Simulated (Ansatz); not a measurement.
MnIr:
```xyz
4
Lattice="3.8738 0.0000 0.0000 0.0000 3.8738 0.0000 0.0000 0.0000 3.6119" Properties=species:S:1:pos:R:3 pbc="T T T"
Mn     0.0000     0.0000     0.0000
Mn     1.9369     1.9369     0.0000
Ir     1.9369     0.0000     1.8059
Ir     0.0000     1.9369     1.8059
```
Starting moments (μB, in the order of the atoms Mn Mn Ir Ir): 3.5 -3.5 0.0 0.0.

Relaxed with r²SCAN. Special points in fractions of this cell's reciprocal vectors: Γ (0.000, 0.000, 0.000); X (0.000, 0.500, 0.000); M (0.500, 0.500, 0.000); Z (0.000, 0.000, 0.500); R (0.000, 0.500, 0.500); A (0.500, 0.500, 0.500).

Problem. List the band energies nearest the Fermi level at these points for r²SCAN in the plane-wave PAW code Ansatz.

Solution. In eV from the Fermi level; about four levels below and three above (degenerate sets whole), none deeper than 8.9 eV; points with the same levels are listed once.

```
k                            below           above
---  -----------------------------  --------------
Γ ↑  -2.66 -2.66 -2.55 -1.42 -1.12  0.66 0.72 0.72
X ↑        -1.92 -1.83 -1.64 -1.11  0.64 1.12 1.41
M ↑  -1.96 -1.96 -1.57 -0.95 -0.39  0.85 0.85 1.48
Z ↑        -1.83 -1.38 -1.38 -0.75  0.31 0.43 0.43
R ↑        -1.72 -1.44 -1.41 -1.26  1.39 1.70 1.93
A ↑        -0.54 -0.54 -0.30 -0.13  0.51 0.51 0.72
```

Space group P4/mmm (L1₀ or tetragonal B2). The start of the workflow was typed in or built on a structure type; the Crystallography Open Database files this formula in space group No. 123, but the cells were not matched. Whether it is the stable phase at ambient conditions was not checked. The r²SCAN relaxation kept the symmetry of its start, as lowered by the spin order; its stability against distortions is not shown here. Magnetic state: antiferromagnetic, chosen from 5 collinear starts compared on coarse meshes (ties went to the first, and starts can fall back to one state), not a proven ground state. Other orbital occupations within this spin state were not tried. For itinerant 3d metals, meta-GGAs of the SCAN family and hybrids are commonly reported to give too large moments. Point labels and valley counts follow the cell and symmetry of the run, lower than the named group. Spin–orbit coupling is left out wherever it is not named.

Potentials: the later of the program's two PAW sets.
